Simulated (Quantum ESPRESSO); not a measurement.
Field gradients of BaZrO3 from a PBE PAW density (pw.x of a modified build of Quantum ESPRESSO, JTH datasets) with the all-electron reconstruction of Petrilli and co-workers, 22.5 Ha, k-mesh 5×5×5 through Γ:

```xyz
5
Lattice="4.2124 0.0000 0.0000 0.0000 4.2124 0.0000 0.0000 0.0000 4.2124" Properties=species:S:1:pos:R:3 pbc="T T T"
Ba     0.0000     0.0000     0.0000
Zr     2.1062     2.1062     2.1062
O      2.1062     0.0000     2.1062
O      0.0000     2.1062     2.1062
O      2.1062     2.1062     0.0000
```
The cell comes from the Materials Project (a computed structure). It is BaZrO3 in Pm-3m. Stability against distortions was not tested. The run has no spin polarisation.

Vzz is the sum of three terms, each taken along its main axis: the smooth valence density, the ions (nucleus and frozen core) with the augmentation charges of all other spheres, and the all-electron minus smooth density in the atom's own sphere. The split hangs on the datasets.  Cores are frozen. Against all-electron runs on small test molecules, this scheme's |Vzz| missed by −2 to +6 % on O.

```json
[
 {"site": "O (atoms 3, 4, 5)", "smooth valence density": "-0.587", "ions and other spheres": "0.572", "own sphere": "…", "Vzz (a.u.)": "…"}
]
```

**Question.** Some entries are withheld; supply them.

**Answer.** 
- O (atoms 3, 4, 5), own sphere: -0.115
- O (atoms 3, 4, 5), Vzz (a.u.): -0.129
